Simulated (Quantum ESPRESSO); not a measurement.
Ti2HfZrO8, input and log of a self-consistent run

Simulated, not a measurement. The program is pw.x of Quantum ESPRESSO 7.5 (plane-wave density functional theory). The cell is made up: 12 atoms on a rutile lattice, with randomly drawn elements, strain and displacements, not relaxed. PseudoDojo standard norm-conserving files (v0.5 for PBE, v0.4.1 for LDA and PBEsol) set the functional; there is no spin polarisation, spin-orbit coupling or dispersion term, and the masses in the input are unused placeholders.

The hafnium pseudopotential is less sure than the others, with forces about 3 percent (worst 6) and pressure in oxides about 1.5 GPa (worst 2.7) from a second method in checks, which no rerun with the same files tests.

Input:

```
&control calculation='scf', pseudo_dir='./dojo.nc.sr.pbe.v0_5.standard.upf', outdir='./o', disk_io='low', tprnfor=.true., tstress=.true. /
&system ibrav=0, nat=12, ntyp=4, nbnd=54, ecutwfc=107.82251126, nosym=.true., tot_charge=0,
 occupations='smearing', smearing='fd', degauss=0.0018374661
/
&electrons conv_thr=7.350e-09, electron_maxstep=60, /
ATOMIC_SPECIES
Hf 1.0 Hf.upf
O 1.0 O.upf
Ti 1.0 Ti.upf
Zr 1.0 Zr.upf
CELL_PARAMETERS angstrom
4.861 0.0 0.0
0.0 4.861 0.0
0.0 0.0 6.3369
ATOMIC_POSITIONS angstrom
Ti 0.0105 0.0645 -0.0231
Hf 2.4595 2.4579 1.6278
Ti 0.0208 0.063 3.1869
Zr 2.4463 2.4446 4.7346
O 1.429 1.469 0.0423
O 3.379 3.396 0.0035
O 3.9308 0.8888 1.6193
O 0.9759 3.9075 1.6045
O 1.4628 1.4383 3.1446
O 3.401 3.3978 3.1595
O 3.8974 0.9504 4.7239
O 0.9446 3.9299 4.7516
K_POINTS automatic
7 7 6 1 1 1
```

The log is shortened where brackets say so; the opening notice, blank lines, dates and the lines on written files are dropped, and the path of the files is cut. It prints rydbergs, bohrs and kilobars, and counts compression as positive stress. With no partly filled state, the Fermi energy that it prints is only some level between the filled and the empty states on the mesh, and need not lie in the true gap.

```
     Program PWSCF v.7.5
     Parallel version (MPI & OpenMP), running on       4 processor cores
     Number of MPI processes:                 4
     Threads/MPI process:                     1
     [start-up lines left out]
     bravais-lattice index     =            0
     lattice parameter (alat)  =       9.1860  a.u.
     unit-cell volume          =    1010.4730 (a.u.)^3
     number of atoms/cell      =           12
     number of atomic types    =            4
     number of electrons       =        96.00
     number of Kohn-Sham states=           54
     kinetic-energy cutoff     =     107.8225  Ry
     charge density cutoff     =     431.2900  Ry
     scf convergence threshold =      7.3E-09
     mixing beta               =       0.7000
     number of iterations used =            8  plain     mixing
     Exchange-correlation= PBE
                           (   1   4   3   4   0   0   0)
     [axes and pseudopotential details left out]
   Cartesian axes
     site n.     atom                  positions (alat units)
         1        Ti     tau(   1) = (   0.0021600   0.0132689  -0.0047521  )
         2        Hf     tau(   2) = (   0.5059659   0.5056367   0.3348694  )
         3        Ti     tau(   3) = (   0.0042790   0.0129603   0.6556058  )
         4        Zr     tau(   4) = (   0.5032504   0.5029006   0.9739971  )
         5        O      tau(   5) = (   0.2939724   0.3022012   0.0087019  )
         6        O      tau(   6) = (   0.6951245   0.6986217   0.0007200  )
         7        O      tau(   7) = (   0.8086402   0.1828430   0.3331208  )
         8        O      tau(   8) = (   0.2007612   0.8038469   0.3300761  )
         9        O      tau(   9) = (   0.3009257   0.2958856   0.6469039  )
        10        O      tau(  10) = (   0.6996503   0.6989920   0.6499691  )
        11        O      tau(  11) = (   0.8017692   0.1955153   0.9717959  )
        12        O      tau(  12) = (   0.1943222   0.8084551   0.9774943  )
     number of k points=   147  Fermi-Dirac smearing, width (Ry)=  0.0018
     Number of k-points >= 100: set verbosity='high' to print them.
     Dense  grid:   152939 G-vectors     FFT dimensions: (  64,  64,  80)
     Estimated max dynamical RAM per process >     833.34 MB
     Estimated total dynamical RAM >       3.15 GB
     Initial potential from superposition of free atoms
     starting charge      95.9926, renormalised to      96.0000
     Starting wfcs are   72 randomized atomic wfcs
     total cpu time spent up to now is       32.2 secs
     per-process dynamical memory:   732.0 Mb
     Self-consistent Calculation
     iteration #  1     ecut=   107.82 Ry     beta= 0.70
     Davidson diagonalization with overlap
     ethr =  1.00E-02,  avg # of iterations =  2.0
     total cpu time spent up to now is       94.3 secs
     total energy              =    -714.62468523 Ry
     estimated scf accuracy    <       5.49414442 Ry
     iteration #  2     ecut=   107.82 Ry     beta= 0.70
     Davidson diagonalization with overlap
     ethr =  5.72E-03,  avg # of iterations =  7.5
     total cpu time spent up to now is      203.2 secs
     total energy              =    -707.06485557 Ry
     estimated scf accuracy    <      78.91223787 Ry
     iteration #  3     ecut=   107.82 Ry     beta= 0.70
     Davidson diagonalization with overlap
     ethr =  5.72E-03,  avg # of iterations =  8.5
     total cpu time spent up to now is      301.6 secs
     total energy              =    -717.30641346 Ry
     estimated scf accuracy    <       3.65192935 Ry
     iteration #  4     ecut=   107.82 Ry     beta= 0.70
     Davidson diagonalization with overlap
     ethr =  3.80E-03,  avg # of iterations =  2.1
     total cpu time spent up to now is      358.3 secs
     total energy              =    -717.66077858 Ry
     estimated scf accuracy    <       1.07019182 Ry
     iteration #  5     ecut=   107.82 Ry     beta= 0.70
     Davidson diagonalization with overlap
     ethr =  1.11E-03,  avg # of iterations =  1.8
     total cpu time spent up to now is      405.9 secs
     total energy              =    -717.51268120 Ry
     estimated scf accuracy    <       0.72160984 Ry
     [iterations 6 to 13 left out]
     iteration # 14     ecut=   107.82 Ry     beta= 0.70
     Davidson diagonalization with overlap
     ethr =  2.31E-08,  avg # of iterations =  4.4
     total cpu time spent up to now is     1027.7 secs
     total energy              =    -717.59037171 Ry
     estimated scf accuracy    <       0.00000153 Ry
     iteration # 15     ecut=   107.82 Ry     beta= 0.70
     Davidson diagonalization with overlap
     ethr =  1.60E-09,  avg # of iterations =  5.0
     total cpu time spent up to now is     1110.1 secs
     total energy              =    -717.59037213 Ry
     estimated scf accuracy    <       0.00000055 Ry
     iteration # 16     ecut=   107.82 Ry     beta= 0.70
     Davidson diagonalization with overlap
     ethr =  5.75E-10,  avg # of iterations =  2.2
     total cpu time spent up to now is     1178.3 secs
     total energy              =    -717.59037222 Ry
     estimated scf accuracy    <       0.00000003 Ry
     iteration # 17     ecut=   107.82 Ry     beta= 0.70
     Davidson diagonalization with overlap
     ethr =  2.94E-11,  avg # of iterations =  5.9
     total cpu time spent up to now is     1287.5 secs
     total energy              =    -717.59037225 Ry
     estimated scf accuracy    <       0.00000002 Ry
     iteration # 18     ecut=   107.82 Ry     beta= 0.70
     Davidson diagonalization with overlap
     ethr =  2.50E-11,  avg # of iterations =  2.0
     total cpu time spent up to now is     1365.3 secs
     End of self-consistent calculation
     Number of k-points >= 100: set verbosity='high' to print the bands.
     the Fermi energy is     9.3538 ev
!    total energy              =    -717.59037224 Ry
     estimated scf accuracy    <          5.0E-09 Ry
     smearing contrib. (-TS)   =      -0.00000000 Ry
     internal energy E=F+TS    =    -717.59037224 Ry
     The total energy is F=E-TS. E is the sum of the following terms:
     one-electron contribution =    -229.38968929 Ry
     hartree contribution      =     159.86070604 Ry
     xc contribution           =    -149.96858003 Ry
     ewald contribution        =    -498.09280897 Ry
     convergence has been achieved in  18 iterations
     Forces acting on atoms (cartesian axes, Ry/au):
     atom    1 type  3   force =     0.01947756   -0.01029125    0.02349212
     atom    2 type  1   force =    -0.00665506    0.00921609   -0.04517927
     atom    3 type  3   force =     0.01245735   -0.01315131   -0.02957040
     atom    4 type  4   force =    -0.01001957    0.01863430    0.03671214
     atom    5 type  2   force =    -0.02659204   -0.03200465   -0.01329624
     atom    6 type  2   force =     0.02417562    0.01541629   -0.00138418
     atom    7 type  2   force =     0.03074648   -0.02083650   -0.00567919
     atom    8 type  2   force =    -0.04476045    0.04143257   -0.00011552
     atom    9 type  2   force =    -0.02560650   -0.01909776    0.01053584
     atom   10 type  2   force =     0.01840216    0.01390878    0.01233040
     atom   11 type  2   force =     0.05462758   -0.04920516    0.00859794
     atom   12 type  2   force =    -0.04625312    0.04597859    0.00355637
     Total force =     0.160095     Total SCF correction =     0.000182
     Computing stress (Cartesian axis) and pressure
          total   stress  (Ry/bohr**3)                   (kbar)     P=     -100.63
  -0.00067590  -0.00016369   0.00001444          -99.43      -24.08        2.12
  -0.00016369  -0.00065418   0.00000811          -24.08      -96.23        1.19
   0.00001444   0.00000811  -0.00072212            2.12        1.19     -106.23
     init_run     :     30.50s CPU     31.68s WALL (       1 calls)
     electrons    :   1330.10s CPU   1333.14s WALL (       1 calls)
     forces       :     10.21s CPU     10.24s WALL (       1 calls)
     stress       :     36.07s CPU     37.01s WALL (       1 calls)
     [timing details left out]
     PWSCF        :  23m27.76s CPU  23m33.13s WALL
     JOB DONE.
```

In other units: free energy -9763.314 eV for the cell, pressure -10.06 GPa, largest force component 1.405 eV/Å. This run is the check on a run of the same cell at a cutoff of 1143 eV and k mesh 5 x 5 x 4: rerunning at a cutoff of 1467 eV and k mesh 7 x 7 x 6 moved values by no more than 0.004 eV in energy, 0.04 GPa in stress and 0.003 eV/Å in force.